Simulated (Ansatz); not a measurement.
The relaxed structure here is a generated cell of Si2Mo: the first start was made by placing the elements on the sites of a structure type, and the end was not matched to a known phase here, so it may be hypothetical. Known forms of Si2Mo include space group No. 139.

One stationary structure of Si$_{2}$Mo. The numbers are results of r2SCAN (plane waves to 500 eV, PAW, scalar-relativistic; Ansatz, a program for electronic structure), not measurements.

```xyz
12
Lattice="4.6550 0.0000 0.0000 0.0000 4.6550 0.0000 0.0000 0.0000 8.1330" Properties=species:S:1:pos:R:3 pbc="T T T"
Mo     1.6710     1.6710     0.0000
Mo     3.9985     0.6564     6.0998
Mo     0.6564     3.9985     2.0333
Mo     2.9839     2.9839     4.0665
Si     1.4160     1.6286     2.5723
Si     3.7434     0.6989     3.5275
Si     0.9115     3.9561     7.5940
Si     3.2390     3.0264     6.6388
Si     3.0264     3.2390     1.4943
Si     0.6989     3.7434     4.6055
Si     3.9561     0.9115     0.5390
Si     1.6286     1.4160     5.5608
```

Task: Determine the symmetry and give the standard cell with its independent sites.

Result: Space group P4₁2₁2 (No. 92); a = b = 4.6550 Å, c = 8.1330 Å, α = β = γ = 90.00°

```
atom  site  symmetry       x       y       z
----  ----  --------  ------  ------  ------
Mo      4a       ..2  0.3590  0.3590  0.0000
Si      8b         1  0.3042  0.3499  0.3163
```

Task: Give the shortest distances between elements (the closest pairs, up to four, under 3.6 Å).

Result: Mo–Si 2.47 Å; Si–Si 2.52 Å; Mo–Mo 3.25 Å.

The volume per atom is 14.69 Å³ and the band gap comes out as no clear gap: the sampled points leave 0.06 eV away from the symmetry points, which may be a band crossing missed between them.

No spin polarisation in the result.

The run could not lose the symmetry of its start: the end is stationary, and may be a saddle point rather than a minimum.
